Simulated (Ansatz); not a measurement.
A geometry of SiS2 away from equilibrium: the start of the relaxation of a generated cell, SiS2 built in the CdCl2 structure type. These are r2SCAN (plane waves to 500 eV, PAW, scalar-relativistic; Ansatz, a program for electronic structure) values and carry that method's errors. Γ-centred k-mesh 8×8×8 on the run's cell (coarser than for final values), Fermi–Dirac smearing 0.05 eV.

```xyz
3
Lattice="1.6741 0.9665 5.0753 -1.6741 0.9665 5.0753 0.0000 -1.9330 5.0753" Properties=species:S:1:pos:R:3 pbc="T T T"
Si     0.0000     0.0000     0.0000
S      0.0000     0.0000     3.8369
S      0.0000     0.0000    11.3889
```

**Question.** What forces act on the atoms (eV/Å)?

**Answer.** 
| atom | Fx | Fy | Fz |
|---|---|---|---|
| Si1 | 0.00 | 0.00 | 0.00 |
| S2 | 0.00 | 0.00 | -0.26 |
| S3 | 0.00 | 0.00 | 0.26 |

**Question.** What is the pressure?

**Answer.** +4.5 GPa, compression positive.

**Question.** How much energy per atom can still be gained by relaxing?

**Answer.** 0.10 eV/atom; the path ends in R-3m (No. 166).

No spin polarisation in the result. Without a van der Waals term the distances between weakly bound units are poorly fixed.

The run could not lose the symmetry of its start, so the end can be a saddle point.

The end of the path is a generated cell of SiS2: the first start was made by placing the elements on the sites of a structure type, and the end was not matched to a known phase here, so it may be hypothetical.
